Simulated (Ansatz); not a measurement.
Relaxed TiHg (space group P4/mmm):

```yaml
crystal:
  lattice:
    - [2.98407, 0.00000, 0.00000]
    - [0.00000, 2.98407, 0.00000]
    - [0.00000, 0.00000, 4.11248]
  atoms:
    - { symbol: Ti, position: [0.50000, 0.50000, 0.50000] }
    - { symbol: Hg, position: [0.00000, 0.00000, 0.00000] }
```

In this cell atom 1 (Ti, nearest neighbour Hg at 2.946 Å; its periodic images, 3.0 Å or more away, move with it) is moved by s along Cartesian [110], unit vector (0.707, 0.707, 0.000); all other atoms and the cell stay fixed.

Level of theory: r2SCAN (plane waves to 500 eV, PAW, scalar-relativistic; Ansatz, a quantum-chemistry and plane-wave program). k mesh 13×13×9 (Γ-centred), Fermi-Dirac smearing 0.05 eV. Energies are smeared free energies. Stress and pressure are positive under compression. With partly filled bands, energies and forces of such displacements shift with the k mesh and the smearing. F∥ is the force on the atom along that direction. Spin-orbit coupling is left out, though Hg is heavy. TiHg is run without spin polarisation. TiHg was relaxed with its symmetry unable to fall. ΔE is measured from the undisplaced structure.

```tsv
s (Å)	ΔE (eV/cell)	F∥ (eV/Å)	P (GPa)
-0.880	1.452	3.823	20.4
-0.704	0.870	2.807	13.1
-0.528	0.458	1.902	7.3
-0.352	0.192	1.145	3.2
-0.176	0.046	0.530	0.8
0.000	0.000	0.000	0.0
0.176	0.046	-0.530	0.8
0.352	0.192	-1.145	3.2
0.528	0.458	-1.902	7.3
0.704	0.870	-2.807	13.1
0.880	1.452	-3.823	20.4
```

Derived quantities:

The energy at s = 0.880 Å is 1452 meV/cell and the force along the line at s = -0.880 Å is 3.82 eV/Å. The force constant k = d²E/ds² at s = 0 (finite differences) is 2.93 eV/Å² and the zone-centre optical wavenumber from k is 144 cm⁻¹. Symmetry of the curve: even: the same for both signs. Shape of the curve: a single well with its minimum at or next to zero displacement. Harmonic estimate at the end of the scan: ½ks² = 1135 meV/cell against the computed 1452 meV/cell, so the well is stiffer than harmonic there.

(For displaced atoms, the force is minus the slope of the energy, and its curvature is a force constant, which sets phonon frequencies.)
